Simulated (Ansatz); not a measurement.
**Ga, beta-Ga: geometry optimisation**

Theory: Ansatz 0.2.0, DFT, r2SCAN, plane waves (500 eV) with PAW, scalar-relativistic. (PAW data from PBE, frozen cores regenerated.)

k-point mesh 12×12×10, Fermi-Dirac smearing 0.1 eV, no spin polarisation. Cell and atoms relax.

Starting structure:

```xyz
2
Lattice="1.3830 -4.0265 0.0000 1.3830 4.0265 0.0000 -0.1174 0.0000 3.3299" Properties=species:S:1:pos:R:3 pbc="T T T"
Ga    1.3536   -2.9716    0.8325
Ga    1.2949    2.9716    2.4974
```

Question: The pressure at the start is -1.3 GPa. By how much does the volume change?

Answer: From 18.54 to 18.08 Å³ per atom, -2.5 %. The final cell has a = 2.707 Å, b = 8.088 Å, c = 3.304 Å.

The cell has left the beta-Ga structure type; it ends in Cmcm.

Question: How much energy does the relaxation gain?

Answer: 5.4 meV per atom.

Path of the relaxation (the plane waves are chosen anew near the end, which can shift the energy a little):

```json
{"step": "0", "E − E(final) (meV/atom)": "5.39", "V (Å³/atom)": "18.543", "P (GPa)": "-1.30", "max force (eV/Å)": "0.198"}
{"step": "1", "E − E(final) (meV/atom)": "0.84", "V (Å³/atom)": "18.036", "P (GPa)": "0.31", "max force (eV/Å)": "0.029"}
{"step": "2", "E − E(final) (meV/atom)": "0.62", "V (Å³/atom)": "18.136", "P (GPa)": "-0.04", "max force (eV/Å)": "0.006"}
{"step": "3", "E − E(final) (meV/atom)": "0.55", "V (Å³/atom)": "18.128", "P (GPa)": "0.00", "max force (eV/Å)": "0.005"}
{"step": "4", "E − E(final) (meV/atom)": "0.27", "V (Å³/atom)": "18.112", "P (GPa)": "-0.01", "max force (eV/Å)": "0.001"}
{"step": "5", "E − E(final) (meV/atom)": "0.12", "V (Å³/atom)": "18.106", "P (GPa)": "-0.02", "max force (eV/Å)": "0.002"}
{"step": "6", "E − E(final) (meV/atom)": "-0.14", "V (Å³/atom)": "18.086", "P (GPa)": "0.00", "max force (eV/Å)": "0.000"}
{"step": "7", "E − E(final) (meV/atom)": "-0.15", "V (Å³/atom)": "18.084", "P (GPa)": "0.01", "max force (eV/Å)": "0.000"}
{"step": "8", "E − E(final) (meV/atom)": "0.00", "V (Å³/atom)": "18.084", "P (GPa)": "0.00", "max force (eV/Å)": "0.001"}
```
